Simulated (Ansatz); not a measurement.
Theory: Ansatz 0.2.0, DFT PBE, scalar-relativistic, plane waves, PAW. Settings: cutoff 420 eV, Γ-centred meshes spaced at most about 0.3 Å⁻¹ (2π included), Gaussian smearing. No spin polarisation in the final relaxations.

These are static total energies at zero pressure.

Compare these two cells of AlGa3P4, each relaxed at this level.

A.

```
CELL_PARAMETERS angstrom
3.89556 0.00000 0.00000
0.00000 3.89556 0.00000
0.00000 0.00000 11.00713
ATOMIC_POSITIONS crystal
Al 0.50000 0.50000 0.50000
Ga 0.00000 0.00000 0.75003
Ga 0.50000 0.50000 0.00000
Ga 0.00000 0.00000 0.24997
P 0.50000 0.00000 0.87505
P 0.00000 0.50000 0.12495
P 0.50000 0.00000 0.37556
P 0.00000 0.50000 0.62444
```

B.

```
CELL_PARAMETERS angstrom
5.50717 0.00000 0.00000
0.00000 5.50717 0.00000
0.00000 0.00000 5.50717
ATOMIC_POSITIONS crystal
Al 0.50000 0.50000 0.50000
Ga 0.00000 0.00000 0.50000
Ga 0.00000 0.50000 0.00000
Ga 0.50000 0.00000 0.00000
P 0.74950 0.74950 0.74950
P 0.74950 0.25050 0.25050
P 0.25050 0.74950 0.25050
P 0.25050 0.25050 0.74950
```

Task: Which arrangement of the elements on these sites is preferred, and by what margin?

Result: They are level within the accuracy (under 1 meV/atom apart). The two share one framework of sites and differ in which element sits where. A has Al and Ga ordered on zinc blende sites, space group P-4m2 (No. 115), 20.9 Å³/atom and a gap of 1.62 eV on its mesh; B has Al and Ga ordered on zinc blende sites, space group P-43m (No. 215), 20.9 Å³/atom and a gap of 1.64 eV. Counting P atoms around Al and Ga (those within 1.25 times the shortest such distance or 1.15 times the sum of covalent radii, 1.27 where that leaves under three), A and B both have Al 4, Ga 4. Both come from invented guesses.

Kohn–Sham gaps at this level usually fall short of measured ones. With atoms moved at random, P-4m2 came back. Other cells relaxed within their symmetry can be saddle points.
